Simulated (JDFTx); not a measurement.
| Item | Result |
|---|---|
| surface | Be(0001) |
| bulk | Be, P6_3/mmc, lattice of mp-87 (not re-optimised) |
| slab | 6 atoms in 6 planes, 1x1, 9.1 Å between the outermost planes |
| in-plane cell | 2.265 × 2.265 Å, 4.44 Å² |
| cell height | 24.9 Å |
| sampling | 10×10×1 k mesh, Fermi smearing 0.01 Ha, no spin polarisation |

All numbers are PBE, GBRV ultrasoft potentials, plane waves to 20/100 Ha results from a modified build of JDFTx, not measurements. Liquid on both sides: CANDLE, acetonitrile, 1 M KCl; nuclei fixed. On the negative side CANDLE's cavity feels the periodic box, so those points shift with the cell height.

Charging data:

| U − U_pzc (V) | σ (μC/cm²) |
|---|---|
| -0.28 | -2.50 |
| 0.00 | 0.00 |
| 0.62 | 6.38 |

Working it through: a check of Lippmann's equation. The grand free energy per area against the neutral slab, Δγ = [F(N) − F(N₀) − μ(N − N₀)]/2A, is taken from the total energies of the same runs.

```
U − U_pzc (V)  Δγ (mJ/m²)
-------------  ----------
-0.28                -3.6
0.00                  0.0
0.62                -19.5
```

Δγ is largest at zero charge and falls away from it, as dγ/dU = −σ demands. At 0.62 V the computed -19.5 mJ/m² stands beside -19.7 mJ/m² from the constant-capacitance formula.
